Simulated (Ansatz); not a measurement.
# KRb2GaF6 (Fm-3m), zone-centre modes

Method: DFT PBEsol, scalar-relativistic, plane waves, PAW in Ansatz 0.2.0. Settings: plane waves to 420 eV, k-mesh 6×6×6 (Γ-centred), Gaussian smearing 0.05 eV. No spin polarisation.

The undisturbed cell (relaxed at this level; it needn't be the usual structure):

```yaml
crystal:
  lattice:
    - [0.00000, 4.39633, 4.39633]
    - [4.39633, 0.00000, 4.39633]
    - [4.39633, 4.39633, 0.00000]
  atoms:
    - { symbol: K, position: [0.50000, 0.50000, 0.50000] }
    - { symbol: Rb, position: [0.75000, 0.75000, 0.75000] }
    - { symbol: Rb, position: [0.25000, 0.25000, 0.25000] }
    - { symbol: Ga, position: [0.00000, 0.00000, 0.00000] }
    - { symbol: F, position: [0.78341, 0.21659, 0.78341] }
    - { symbol: F, position: [0.21659, 0.21659, 0.78341] }
    - { symbol: F, position: [0.78341, 0.78341, 0.21659] }
    - { symbol: F, position: [0.78341, 0.21659, 0.21659] }
    - { symbol: F, position: [0.21659, 0.78341, 0.21659] }
    - { symbol: F, position: [0.21659, 0.78341, 0.78341] }
```

Harmonic modes by finite displacements of 0.02 Å, without the LO–TO term.

Problem. At this geometry, is the structure stable against these modes?

Solution. No: 3 modes are unstable, the strongest at 54i cm⁻¹.

Problem. List the wavenumbers in cm⁻¹.

Solution. 54i, 54i, 54i, 0, 0, 0, 60, 60, 60, 60, 60, 60, 145, 145, 145, 176, 176, 176, 246, 246, 246, 271, 271, 271, 382, 382, 475, 475, 475, 530.

Cost: 1 run of about 1.3 core-minutes, on Intel Xeon 6975P-C (Granite Rapids) (shared hosts).